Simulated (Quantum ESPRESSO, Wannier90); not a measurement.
# Tight-binding from DFT: Te (C2/m)

```
begin unit_cell_cart
ang
    3.8202900000   -2.1482050000    0.0000000000
    3.8202900000    2.1482050000    0.0000000000
   -0.0942870000    0.0000000000    5.9760860000
end unit_cell_cart
begin atoms_frac
Te  -0.3094500000 -0.3094500000 -0.3388100000
Te   0.3094500000  0.3094500000  0.3388100000
Te   0.0000000000  0.0000000000  0.0000000000
end atoms_frac
```

Materials Project entry mp-570459; symmetrised, unrelaxed at this level. Not found in the COD (Crystallography Open Database) copy used, which has the formula in other groups; not checked further. Computed values, not measurements, from LDA: Quantum ESPRESSO (norm-conserving PseudoDojo potentials, cutoff 66 Ry, no spin polarisation, no spin-orbit coupling) on a Γ-centred 8×8×6 mesh, then Wannier90. Density: 8×8×6 mesh, cold smearing 0.01 Ry. Spin-orbit coupling is left out although heavy elements are present.

Bands 16-18 form an isolated set from -13.72 to -8.48 eV relative to the Fermi level (on the path) and are turned into 3 Wannier functions by minimising the spread from the start: atomic waves Te 5s.

Where do the functions sit, how wide are they and what are they made of?


```csv
functions,spread (Å²),"nearest atom, distance (Å)","second atom, distance (Å)",weight on atomic waves
3,1.74,Te 0.03,Te 3.04,"Te 5s 89 %, Te 5p 11 %"
```

Ω_I = 5.20 Å², Ω_total = 5.22 Å²; the interpolated bands follow pw.x to 0.1 meV rms on the path. Only this start was tried; a symmetric start can stop on a saddle, and mixtures of these functions could lower the total by at most Ω_total − Ω_I.
